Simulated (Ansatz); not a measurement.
A trial cell of MgO was relaxed with PBEsol (plane waves to 420 eV, PAW, scalar-relativistic; Ansatz, an electronic-structure program).

Before: Pnma (No. 62), oP8; a = 8.528 Å, b = 2.965 Å, c = 3.502 Å, α = β = γ = 90.00°.

After relaxation:

Simulated powder pattern, Cu Kα, λ = 1.54184 Å (kinematic, ideal powder, no thermal factors, no anomalous dispersion; the 24 strongest lines at most, above 1 %, up to 2θ = 90°):

| 2θ (°) | I/Imax (%) |
|---|---|
| 36.95 | 10 |
| 42.92 | 100 |
| 62.32 | 56 |
| 74.71 | 6.9 |
| 78.65 | 17 |

Question: Identify the relaxed structure from its pattern: crystal system, space group and cell.

Answer: Cubic, Fm-3m (No. 225), cF8, rock salt type; a = 4.214 Å, b = 4.214 Å, c = 4.214 Å, α = 90.00°, β = 90.00°, γ = 90.00°. Sites: Mg 4a (0.000, 0.000, 0.000); O 4b (0.500, 0.500, 0.500).

Question: Index the strongest lines.

Answer: 36.95° (111), 42.92° (200), 62.32° (220), 74.71° (311), 78.65° (222).

No spin polarisation in the result.

The run could not lose the symmetry of its start; a randomly shaken copy of 4 atoms returns to this structure.
